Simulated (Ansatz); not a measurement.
## Sc: axial (c/a) deformation path

The calculation used DFT PBEsol, scalar-relativistic, plane waves, PAW in Ansatz. Settings: plane waves to 420 eV, k-mesh 18×18×10 (Γ-centred), Gaussian smearing 0.15 eV. No spin polarisation. Energies are free energies at this smearing, counted from the undisturbed cell; pressure is positive in compression.

The starting cell (as given, not relaxed at this level; it stands at -2.8 GPa):

```
CELL_PARAMETERS angstrom
3.30880 0.00000 0.00000
-1.65440 2.86550 0.00000
0.00000 0.00000 5.26800
ATOMIC_POSITIONS crystal
Sc 0.33333 0.66667 0.25000
Sc 0.66667 0.33333 0.75000
```

At fixed volume and fractional coordinates, lengths along (0.000, 0.000, 1.000) are scaled against those across it; ρ is that ratio over its starting value. The cell is metallic on the mesh throughout.

```tsv
ρ	ΔE (meV/atom)	pressure (GPa)
0.800	138.1	-2.4
0.850	69.2	-2.7
0.920	11.8	-2.8
0.960	-0.7	-2.8
1.000	0.0	-2.8
1.050	16.2	-2.6
1.100	45.9	-2.4
1.200	142.1	-2.0
1.300	276.3	-1.1
```